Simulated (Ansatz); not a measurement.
HgS:
```
HgS
1.0
    4.03699     0.00000     0.00000
   -2.01850     3.49614     0.00000
    0.00000     0.00000     9.28108
Hg S
3 3
Cartesian
  2.77980   0.00000   6.18739
 -1.38990   2.40738   3.09369
  0.62860   1.08876   0.00000
  2.08840   0.00000   1.54685
 -1.04420   1.80861   7.73423
  0.97430   1.68753   4.64054
```

Relaxed with LDA. Special points in fractions of this cell's reciprocal vectors: Γ (0.000, 0.000, 0.000); M (0.500, 0.000, 0.000); K (0.333, 0.333, 0.000); A (0.000, 0.000, 0.500); L (0.500, 0.000, 0.500); H (0.333, 0.333, 0.500).

Task: List the band energies nearest the valence-band maximum at these points for LDA with spin–orbit coupling (plane waves, PAW; program Ansatz).

Result: In eV from the valence-band maximum; about four levels below and three above (degenerate sets whole), none deeper than 8.9 eV; points with the same levels are listed once.

```json
[
 {"k": "Γ", "below": "-0.11 -0.11 -0.08 -0.08", "above": "0.94 0.94 2.90 2.90"},
 {"k": "M", "below": "-0.95 -0.95 -0.81 -0.81", "above": "1.22 1.22 2.49 2.49"},
 {"k": "K", "below": "-1.01 -1.01 -0.97 -0.92", "above": "1.98 1.98 2.32"},
 {"k": "A", "below": "-0.07 -0.07 -0.04 -0.04", "above": "1.90 1.90 1.95 1.95"},
 {"k": "L", "below": "-0.91 -0.91 -0.85 -0.85", "above": "1.56 1.56 2.18 2.18"},
 {"k": "H", "below": "-2.20 -2.20 -0.68 -0.68", "above": "2.38 2.38 3.08"}
]
```

Space group P3_221. Symmetry was held in the LDA relaxation. A crystal of weakly bound chains computed without a dispersion correction: the cell and the soft elastic constants depend strongly on that.

Potentials: the later of the program's two PAW sets.
